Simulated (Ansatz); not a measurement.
Input:

BaZrS3:
```
CELL_PARAMETERS angstrom
      7.16241     0.00000     0.00000
      0.00000    10.03207     0.00000
      0.00000     0.00000     7.03025
ATOMIC_POSITIONS crystal
  Ba 0.05130 0.25000 0.01140
  Ba 0.94870 0.75000 0.98860
  Ba 0.44870 0.75000 0.51140
  Ba 0.55130 0.25000 0.48860
  Zr 0.00000 0.00000 0.50000
  Zr 0.50000 0.00000 0.00000
  Zr 0.50000 0.50000 0.00000
  Zr 0.00000 0.50000 0.50000
  S  0.99296 0.25000 0.56500
  S  0.00704 0.75000 0.43500
  S  0.50704 0.75000 0.06500
  S  0.49296 0.25000 0.93500
  S  0.21019 0.96589 0.78999
  S  0.78981 0.03411 0.21001
  S  0.28981 0.03411 0.28999
  S  0.71019 0.96589 0.71001
  S  0.71019 0.53411 0.71001
  S  0.28981 0.46589 0.28999
  S  0.78981 0.46589 0.21001
  S  0.21019 0.53411 0.78999
```

This is the PBE-relaxed structure. Tensor components refer to the Cartesian frame of this cell.

### Question
All from PBE in the plane-wave PAW code Ansatz, unless another level is named. Estimate the bulk modulus (Birch–Murnaghan fit).

### Answer
70.1 GPa.

### Question
Predict the elastic constants (relaxed ions, GPa).

### Answer
C11 = 107, C22 = 132, C33 = 100, C12 = 40.1, C13 = 58.8, C23 = 48.9, C44 = 32.5, C55 = 42.3, C66 = 35.6.

### Question
Next, the highest zone-centre frequency (without LO–TO term)?

### Answer
405 cm^-1.

Space group Pnma. The cell was relaxed with PBE under the symmetry of its start. No spin polarisation was allowed. Spin–orbit coupling is left out wherever it is not named.

Potentials: the later of the program's two PAW sets.
